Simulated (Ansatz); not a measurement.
# Elastic constants of CO$_{2}$: input and output

Computed with Ansatz 0.2.0, DFT LDA, scalar-relativistic, plane waves, PAW.

Launched with:
```bash
ansatz run input.yaml --threads 2 --pin off --max-ram 6144MiB --backend cpu --events-out ev --progress --plain --runs-dir out
```

Input (bare energies are in eV):
```yaml
crystal:
  lattice:
    - [-1.9342443958, 1.9342443958, 2.9473050371]
    - [1.9342443958, -1.9342443958, 2.9473050371]
    - [1.9342443958, 1.9342443958, -2.9473050371]
  atoms:
    - { symbol: C, position: [0.75, 0.25, 0.5] }
    - { symbol: C, position: [0.0, 0.0, 0.0] }
    - { symbol: O, position: [0.7059045237, 0.125, 0.0809045237] }
    - { symbol: O, position: [0.0440954763, 0.625, 0.9190954763] }
    - { symbol: O, position: [0.375, 0.2940954763, 0.4190954763] }
    - { symbol: O, position: [0.875, 0.9559045237, 0.5809045237] }
basis:
  ecutwfc: 420
kpoints:
  mp_grid: { grid: [8, 8, 8] }
hamiltonian:
  xc: lda
scf:
  occupations: { method: fixed }
output:
  forces: true
  stress: true
  eigenvalues: true
  polarization: {}
elastic:
  mode: relaxed_ion
  stencil: two_point
```

From the output:
```
--- Elastic constants: 4 strain directions × 2 members + reference (group order 8) ---
  dense FFT box of the reference and of every strained cell: 27×27×27
  strains applied: 11, 33, 23, 12; error gains: componentwise 1.00 (the most a stress slope's error grows in a printed constant), spectral 1.41 (1 for all six strains in a standard setting)
  C = ∂σ_k/∂η_j (tension-positive GPa; Voigt order 11 22 33 23 13 12):
       328.915    -20.231    134.391     -0.000      0.000     -0.000
       -20.231    328.915    134.391     -0.000      0.000     -0.000
       134.340    134.340    325.208      0.000      0.000      0.000
         0.000      0.000     -0.000    178.223      0.000      0.000
         0.000      0.000      0.000     -0.000    178.223      0.000
        -0.000      0.000      0.000      0.000     -0.000    113.597
  reference stress σ⁰ (GPa):      0.000      0.000     -0.001      0.000      0.000     -0.000
  C* (energy form; C + prestress term) asymmetry max|C*_kj − C*_jk| = 5.267e-2 GPa — a small one proves nothing (zero by symmetry where the batch's group is 432, −43m or m−3m); a large one is finite-difference/SCF noise where every solve ...
  moduli (Voigt/Reuss/Hill, GPa): K = 164.45/152.45/158.45   G = 142.98/121.64/132.31   E = 310.50   ν = 0.173
  mechanically stable: yes (min eigenvalue of sym C = 113.60 GPa)
  e, the proper piezoelectric tensor (elastic.mode: relaxed_ion; C/m²; rows x y z; Voigt order 11 22 33 23 13 12):
       0.00000    0.00000   -0.00000   -0.26828    0.00000    0.00000
       0.00000    0.00000    0.00000    0.00000   -0.26828    0.00000
       0.00000    0.00000    0.00000    0.00000    0.00000    0.28197
  ±, each entry's uncertainty from the finite density of the strings (C/m²), an estimate: the size of the correction for it that the entry includes:
       0.00000    0.00000    0.00000    0.00147    0.00000    0.00000
       0.00000    0.00000    0.00000    0.00000    0.00147    0.00000
       0.00000    0.00000    0.00000    0.00000    0.00000    0.00335
  the group's symmetry takes up to 1.3e-8 C/m² out of the measured responses: error of the strings' finite density and of the mesh across them, as far as it breaks the symmetry (raise kpoints.mp_grid and any string_points); the largest step ...
  strain η (Voigt 11):  stress-route row diagonal C_11 = 328.91 GPa, energy-path curvature d²(F+E_count+ΔE)/dδ²/Ω₀ = 330.24 GPa
         δ    σ_11 (GPa) F (eV) n_scf n_hpsi n_pw
    -2.000e-3      -0.6603       -2703.0949952       2   16913    893   relax 5 steps, max|allowed force component| 1.31e-5 eV/Å
     2.000e-3       0.6554       -2703.0949534       2   16873    901   relax 5 steps, max|allowed force component| 1.19e-5 eV/Å
  strain η (Voigt 33):  stress-route row diagonal C_33 = 325.21 GPa, energy-path curvature d²(F+E_count+ΔE)/dδ²/Ω₀ = 325.15 GPa
         δ    σ_33 (GPa) F (eV) n_scf n_hpsi n_pw
    -2.000e-3      -0.6528       -2703.0950299       2   10457    901   relax 3 steps, max|allowed force component| 8.18e-7 eV/Å
     2.000e-3       0.6480       -2703.0950179       2   10452    901   relax 3 steps, max|allowed force component| 7.52e-7 eV/Å
  strain η (Voigt 23):  stress-route row diagonal C_44 = 178.22 GPa, energy-path curvature d²(F+E_count+ΔE)/dδ²/Ω₀ = 178.92 GPa
         δ    σ_23 (GPa) F (eV) n_scf n_hpsi n_pw
    -2.000e-3      -0.3564       -2703.0950811       2   26728    901   relax 7 steps, max|allowed force component| 6.25e-6 eV/Å
     2.000e-3       0.3565       -2703.0950811       2   26703    901   relax 7 steps, max|allowed force component| 6.25e-6 eV/Å
  strain η (Voigt 12):  stress-route row diagonal C_66 = 113.60 GPa, energy-path curvature d²(F+E_count+ΔE)/dδ²/Ω₀ = 114.49 GPa
         δ    σ_12 (GPa) F (eV) n_scf n_hpsi n_pw
    -2.000e-3      -0.2272       -2703.0950993       2   16874    901   relax 5 steps, max|allowed force component| 1.22e-5 eV/Å
     2.000e-3       0.2272       -2703.0950993       2   16888    901   relax 5 steps, max|allowed force component| 1.22e-5 eV/Å
--- Formal polarisation (Berry phase): one branch of a lattice of values; only differences between neighbouring runs are physical ---
  axis mesh electronic ionic p = total spread (rad) least overlap resolved gap  δp at fixed H ≤   (phases in cycles; p mod 2; gap in eV; gap and δp judge the states as solved, not the mesh's step, its ...
  b1    8×8×8           0.00000000    15.00000000    15.00000000      0.063259         0.9706        8.0545           1.4e-6
  b2    8×8×8           0.00000000    13.00000000    13.00000000      0.063259         0.9706        8.0545           1.4e-6
  b3    8×8×8           0.00000000    14.00000000    14.00000000      0.000000         0.9699        8.0545           1.5e-6
  quantum along a1:   0.18233356 e/Å² =   292.130576 µC/cm²
  quantum along a2:   0.18233356 e/Å² =   292.130576 µC/cm²
  quantum along a3:   0.18233356 e/Å² =   292.130576 µC/cm²
  P = (  0.52624117,   0.70165489,   0.93550336) e/Å² = (  843.131305,  1124.175074,  1498.841618) µC/cm²  (mod the quanta)
```

It took 8.8 min on 2 threads of Intel(R) Xeon(R) Processor @ 2.50GHz (Skylake/Cascade Lake) (shared host), peak memory 0.56 GiB.

This form isn't the usual stable structure of the compound.